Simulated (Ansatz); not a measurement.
# Cl — quadrupolar parameters

The cell is a computed structure from the Materials Project (it need not be an observed phase), taken as it stands.

Space group P4_2/ncm:1 (No. 138); a = 10.8155, c = 8.7799 Å.

```csv
site,Wyckoff,site symmetry,x,y,z
Cl,16j,1,0.5974,0.3573,0.6441
```

One atom of each set is listed.

The numbers come from a DFT calculation in Ansatz (PBE, plane waves and PAW, scalar-relativistic, 420 eV cutoff, Γ-centred 3×3×4 k-points, Fermi–Dirac smearing 0.05 eV).

V_zz is the principal component of the electric field gradient with the largest magnitude, η = (V_xx − V_yy)/V_zz and C_Q = eQV_zz/h. ν_Q = 3|C_Q|/[2I(2I − 1)].

³⁷Cl: I = 3/2, Q = -63.93 mb. Q values from Pyykkö, Mol. Phys. 116, 1328 (2018).

```
site  atoms     first shell  C_Q (MHz)     η  ν_Q (MHz)
  Cl     16  1 Cl at 1.98 Å      -86.3  0.02       43.1
```

The structure holds Cl–Cl bonds (1.98 Å). At Cl V_zz points along its bond to Cl (within 1°).

The largest force is 0.5 eV/Å, so the atoms aren't at the calculated equilibrium and relaxing them would move these values.
